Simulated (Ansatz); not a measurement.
An Ansatz (a program for electronic structure) input:

Ansatz 0.2 input:
```yaml
crystal:
  lattice:
    - [3.9767871141, 0.0, 0.0]
    - [0.0, 3.9767871141, 0.0]
    - [0.0, 0.0, 3.9767871141]
  atoms:
    - { symbol: Tl, position: [0.5, 0.5, 0.5] }
    - { symbol: La, position: [0.0, 0.0, 0.0] }
kpoints:
  mp_grid: { grid: [8, 8, 8] }
  band_path:
    path:
      - [[0.0, 0.0, 0.0], [0.0, 0.5, 0.0], [0.5, 0.5, 0.0], [0.0, 0.0, 0.0], [0.5, 0.5, 0.5], [0.0, 0.5, 0.0]]  # Γ-X-M-Γ-R-X
      - [[0.5, 0.5, 0.5], [0.5, 0.5, 0.0]]  # R-M
    npoints: 12
hamiltonian:
  xc: r2scan
  pseudopotentials: { kind: paw }
magnetization: { noncollinear: true, spin_orbit: true }
scf:
  n_extra_bands: 12
  convergence: { dr2_threshold: 0.0000000001 }
  occupations: { method: gaussian, width: 0.05 }
output: { eigenvalues: true }
```

Problem. How many symmetry operations and irreducible k-points will the run report?

Solution. 48 operations, 35 of 512 k-points.

Problem. With a cutoff of 500 eV, how many plane waves at Γ?

Solution. 1575.

It took very roughly 70 core-seconds on shared server cores.

Space group Pm-3m (CsCl type). The workflow started from an entry of the Crystallography Open Database (COD). Whether it is the stable phase at ambient conditions was not checked. The r²SCAN relaxation kept the symmetry of its start; whether a distortion lowers the energy is not shown.

Potentials: the later of the program's two PAW sets.

Ansatz is a plane-wave DFT program.
